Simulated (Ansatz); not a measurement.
# Fe (P6_3/mmc), stationary points along a deformation path

The calculation used DFT PBEsol, scalar-relativistic, plane waves, PAW in Ansatz 0.2.0. Cutoff 420 eV, Γ-centred 24×24×14 k-points, Gaussian smearing of 0.15 eV. No spin polarisation. A magnetic state may lie lower. Energies are free energies at this smearing, counted from the undisturbed cell; pressure is positive in compression.

Reference structure (as given, not relaxed at this level; it stands at -1.3 GPa; this form isn't the usual structure):

```
CELL_PARAMETERS angstrom
2.43416 0.00000 0.00000
-1.21708 2.10804 0.00000
0.00000 0.00000 3.84193
ATOMIC_POSITIONS crystal
Fe 0.33333 0.66667 0.25000
Fe 0.66667 0.33333 0.75000
```

At fixed volume and fractional coordinates, lengths along (0.000, 0.000, 1.000) are scaled against those across it; ρ is that ratio over its starting value. V = 9.857 Å³/atom. Δσ is the stress along the axis less the mean stress across it (compression positive).

| ρ | ΔE (meV/atom) | Δσ (GPa) | space group |
| --- | --- | --- | --- |
| 0.800 | 419.1 | 75.54 | P6_3/mmc |
| 0.850 | 242.0 | 65.40 | P6_3/mmc |
| 0.920 | 69.6 | 38.83 | P6_3/mmc |
| 0.960 | 17.8 | 20.17 | P6_3/mmc |
| 1.000 | 0.0 | 0.90 | P6_3/mmc |
| 1.050 | 22.3 | -23.22 | P6_3/mmc |
| 1.100 | 88.5 | -46.11 | P6_3/mmc |
| 1.200 | 319.6 | -80.20 | P6_3/mmc |
| 1.300 | 617.8 | -102.04 | P6_3/mmc |

How does the stress give the slope of the energy, and where is the energy stationary?

Along the path d ln(length) is 2/3 d ln ρ on the axis and −1/3 d ln ρ across it, so dE/d ln ρ = −(2/3) V Δσ: the energy falls with ρ where Δσ is positive. Δσ vanishes or changes sign between ρ = 1.000 and 1.050, a minimum (near 1.00 by linear interpolation). Pairs of stationary points between two samples would go unseen, and could change a minimum read from distant neighbours into a maximum.

Integrate that slope from ρ = 1 to 1.200 by the trapezoid rule.

With V/N in Å³ and 1 eV/Å³ = 160.2 GPa the slopes at ρ = 1.000, 1.050, 1.100, 1.200 are -37, 952, 1891, 3289 meV/atom per unit of ln ρ. The steps add 22.3 + 66.1 + 225.4 = 313.9 meV/atom, against 319.6 from the energies; the trapezoid rule misses the curvature of the slope within each step.

In a metal these slopes depend on the k mesh and the smearing.